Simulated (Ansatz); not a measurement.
Values for one crystal, relaxed and computed with the program Ansatz at the r²SCAN level (PAW); other levels are named.

```yaml
volume_per_atom: 18.36 Å³
electronic_character: no gap, with almost no states at the Fermi level (zero-gap or semimetallic)
Elastic constants (relaxed ions, GPa): C11 = 191, C12 = 41.3, C44 = 72.9
Poisson's ratio: 0.18
Young's modulus: 174 GPa
mechanical_stability: stable (all eigenvalues of C positive)
zone_centre_stability: no imaginary mode at Γ
```

Question: Which compound is it?
(A) Te, simple cubic
(B) Sb, I4_132 (Sb on 8a)
(C) Te, Pbam (Te on 4h)
(D) Si, Ia-3 (Si on 16c)

Answer: D, Si, Ia-3 (Si on 16c)

The workflow started from an entry of the Crystallography Open Database (COD), which files this formula under 3 space groups. It is not the phase usual at ambient conditions (space group No. 227). Symmetry was held in the r²SCAN relaxation. As this level gives no gap, shear constants depend on the k-mesh and smearing (Fermi–Dirac, 0.1 eV here).

Potentials: the later of the program's two PAW sets.
